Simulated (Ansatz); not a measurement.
Be$_{2}$Fe (space group P6_3/mmc)

```xyz
12
Lattice="4.1908 0.0000 0.0000 -2.0954 3.6294 0.0000 0.0000 0.0000 6.7986" Properties=species:S:1:pos:R:3 pbc="T T T"
Be     0.0000     0.0000     0.0000
Be     0.0000     0.0000     3.3993
Be     2.0954     2.3924     1.6997
Be     0.0000     1.2370     5.0990
Be    -1.0241     3.0109     5.0990
Be     3.1196     0.6185     1.6997
Be     1.0713     0.6185     1.6997
Be     1.0241     3.0109     5.0990
Fe     0.0000     2.4196     0.4182
Fe     2.0954     1.2098     6.3804
Fe     2.0954     1.2098     3.8175
Fe     0.0000     2.4196     2.9811
```

E(V) scan at fixed shape, V₀ the volume above. The atoms relax within the cell's symmetry.

Computed with r2SCAN (plane waves to 500 eV, PAW, scalar-relativistic; Ansatz, an electronic-structure program). k mesh 10×10×6 (Γ-centred), Fermi-Dirac smearing 0.05 eV. E stands for the smeared free energy. Compression counts positive. Be2Fe was relaxed with its symmetry unable to fall. Relaxed Be2Fe ends ferromagnetic. The magnetic order is the one the run started from; other orders were not tried. ΔE is measured from the relaxed starting cell.

### Question
Give the computed ΔE (kJ/mol of atoms) and P (GPa) at V/V₀ = 0.867, 0.893, 0.973, 1.080, 1.107, 1.133.

### Answer
```json
[
 {"V/V₀": "0.867", "ΔE (kJ/mol of atoms)": "9.1", "P (GPa)": "29.6"},
 {"V/V₀": "0.893", "ΔE (kJ/mol of atoms)": "5.5", "P (GPa)": "21.9"},
 {"V/V₀": "0.973", "ΔE (kJ/mol of atoms)": "0.3", "P (GPa)": "4.4"},
 {"V/V₀": "1.080", "ΔE (kJ/mol of atoms)": "2.2", "P (GPa)": "-10.1"},
 {"V/V₀": "1.107", "ΔE (kJ/mol of atoms)": "3.8", "P (GPa)": "-12.7"},
 {"V/V₀": "1.133", "ΔE (kJ/mol of atoms)": "5.8", "P (GPa)": "-15.0"}
]
```

(A scan under strain: stresses follow from slopes of the energy per volume, elastic moduli from its curvatures.)
